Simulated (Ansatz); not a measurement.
Sr₂GaSbO₆ in space group Fm-3m (No. 225; Sr on 8c, Ga on 4a, Sb on 4b, O on 24e), plane-wave PAW PBEsol (Ansatz code). The conduction-band minimum lies at Γ, with 1 equivalent valley. Second derivatives d²E/dk² of the lowest band at one valley (eV·Å²), along Cartesian directions:

```tsv
direction	d²E/dk²
[100]	38.42
[010]	38.42
[001]	38.42
[110]	38.41
[101]	38.41
[011]	38.41
```

Q: Find the principal effective masses, the density-of-states mass and the conductivity mass.

A: Off-diagonal terms follow from H_xy = H[110] − (H_xx + H_yy)/2, and m*/mₑ = 7.620 eV·Å² over each eigenvalue: 0.20, 0.20, 0.20. One valley's DOS mass (m₁m₂m₃)^(1/3) = 0.20, conductivity mass 3/(Σ 1/mᵢ) = 0.20 mₑ.

Q: What effective density of states Nc follows at 300 K for parabolic valleys?

A: Nc = 2.509e19 × 1 × (0.20)^(3/2) ≈ 2.2e18 cm⁻³.

The first step of the workflow began from a Materials Project structure, measured or hypothetical; the Crystallography Open Database copy checked does not list it. Whether it is the stable phase at ambient conditions was not checked. The cell was relaxed with PBEsol under the symmetry of its start; its stability against distortions is not shown here. Scalar-relativistic: spin–orbit coupling is off unless named, which matters more the heavier the elements.

Potentials: the later of the program's two PAW sets.

Edges and masses are those of Kohn–Sham bands, whose gap is no quasiparticle gap.
